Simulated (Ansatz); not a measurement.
PbS:
```yaml
crystal:
  lattice:
    - [0.00000, 3.32372, 3.32372]
    - [3.32372, 0.00000, 3.32372]
    - [3.32372, 3.32372, 0.00000]
  atoms:
    - { symbol: S, position: [0.25000, 0.25000, 0.25000] }
    - { symbol: Pb, position: [0.00000, 0.00000, 0.00000] }
```

Relaxed with PBE. Special points in fractions of this cell's reciprocal vectors: Γ (0.000, 0.000, 0.000); X (0.500, 0.000, 0.500); U (0.625, 0.250, 0.625); K (0.375, 0.375, 0.750); L (0.500, 0.500, 0.500); W (0.500, 0.250, 0.750).

Q: List the band energies nearest the valence-band maximum at these points for PBE with spin–orbit coupling (plane waves, PAW; program Ansatz).

A: In eV from the valence-band maximum; about four levels below and three above (degenerate sets whole), none deeper than 8.9 eV; points with the same levels are listed once.

```tsv
k	below	above
Γ	-1.64 -1.64 -1.64 -1.64	1.30 1.30 3.02 3.02 3.02 3.02
X	-2.75 -2.75 -0.46 -0.46	0.76 0.76 4.39 4.39
U	-2.70 -2.64 -0.36 -0.34	1.53 1.85 3.63
L	-2.08 -2.08 -1.86 -1.86	2.41 2.41 3.62 3.62
W	-2.99 -2.92 -0.05 0.00	1.74 2.47 2.92
```

Space group F-43m (zinc blende). The start of the workflow was typed in or built on a structure type; neither database checked (COD, Materials Project) lists it. It is not the phase usual at ambient conditions (space group No. 225). The PBE relaxation kept the symmetry of its start; its stability against distortions is not shown here.

Potentials: the earlier of the program's two PAW sets.
